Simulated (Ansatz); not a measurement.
Relaxed CdSe (zinc blende):

```
CdSe
1.0
    0.00000     6.19627     6.19627
    3.09814     3.09814     6.19627
    3.09814     3.09814     0.00000
Se Cd
2 2
Cartesian
  4.64720  10.84348  10.84348
  4.64720   7.74534   7.74534
  0.00000   0.00000   0.00000
  3.09814   6.19627   3.09814
```

The atoms are displaced by Q × the pattern below (from a DFPT mode at X = (0.5, 0.5, 0.0), largest move 1; Q in Å), at fixed cell. (q is in reciprocal vectors of the primitive cell; the cell shown is doubled to hold the pattern.)

```tsv
atom	x	y	z
Se1	0.000	0.000	1.000
Se2	0.000	0.000	-1.000
```

Atoms not listed stay in place.

Calculation: PBE (plane waves to 420 eV, PAW, scalar-relativistic; Ansatz, a quantum-chemistry and plane-wave program). k mesh 9×9×9 (Γ-centred), Fermi-Dirac smearing 0.05 eV. The energy includes the smearing's −TS. CdSe was relaxed with its symmetry unable to fall. The zero of ΔE is the undisplaced structure.

```csv
Q (Å),ΔE (meV/cell)
-0.180,248.1
-0.120,110.5
-0.060,27.6
0.000,0.0
0.060,27.6
0.120,110.5
0.180,248.1
```

**Question.** Which DFPT wavenumber at X = (0.5, 0.5, 0.0) belongs to this mode?
A) 133 cm⁻¹
B) 43 cm⁻¹
C) 163 cm⁻¹

**Answer.** C, 163 cm⁻¹. The curvature of the scan gives 163 cm⁻¹

(For displaced atoms, the force is minus the slope of the energy, and its curvature is a force constant, which sets phonon frequencies.)
